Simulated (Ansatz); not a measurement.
Relaxed C (graphite type, space group P6_3/mmc):

```
C
1.0
    2.45537     0.00000     0.00000
   -1.22769     2.12641     0.00000
    0.00000     0.00000     6.67102
C
4
Direct
  0.00000   0.00000   0.25000
  0.00000   0.00000   0.75000
  0.33333   0.66667   0.25000
  0.66667   0.33333   0.75000
```

In this cell atom 1 (C, nearest neighbour C at 1.418 Å; its periodic images, 2.5 Å or more away, move with it) is moved by u·(0.707, 0.707, 0.000) + v·(0.000, 0.000, 1.000); the rest is frozen.

Calculation: r2SCAN+rVV10 (plane waves to 500 eV, PAW, scalar-relativistic; Ansatz, a quantum-chemistry and plane-wave program). k mesh 12×12×4 (Γ-centred), Fermi-Dirac smearing 0.05 eV. Compression counts positive. Points where atoms come too close for the PAW data are left out (x in tables, blank in figures). With partly filled bands, energies and forces of such displacements shift with the k mesh and the smearing. C was relaxed with its symmetry unable to fall. The last digit holds for this mesh only.

Changes of P (GPa) from the point u = 0.000 Å, v = 0.000 Å when one coordinate moves alone (two changes are said to add if the coupling is within 5 % of the smaller one, nearly so within 20 %):

```
point                      change
-------------------------  ------
u = 0.000 Å, v = -0.470 Å   -4.43
u = 0.000 Å, v = -0.313 Å   -2.36
u = 0.000 Å, v = -0.157 Å   -0.66
u = -0.157 Å, v = 0.000 Å    6.59
u = 0.157 Å, v = 0.000 Å     5.08
u = 0.313 Å, v = 0.000 Å    16.78
u = 0.000 Å, v = 0.157 Å    -0.66
u = 0.000 Å, v = 0.313 Å    -2.36
u = 0.000 Å, v = 0.470 Å    -4.44
```

Question: What is the change at u = 0.313 Å, v = 0.470 Å, where both move, and how far is it from the sum?

Answer: The sum of the single changes is 16.78 + (-4.44) = 12.34; the calculation gives 5.87, so the coupling contributes -6.47 (over 20 % of the smaller single change, not additive).

Question: What is the change at u = 0.157 Å, v = 0.313 Å, where both move, and how far is it from the sum?

Answer: The sum of the single changes is 5.08 + (-2.36) = 2.72; the calculation gives 1.72, so the coupling contributes -1.00 (over 20 % of the smaller single change, not additive).

(A displaced cell: forces are minus the slopes of the energy, force constants its curvatures, and phonons follow from these.)
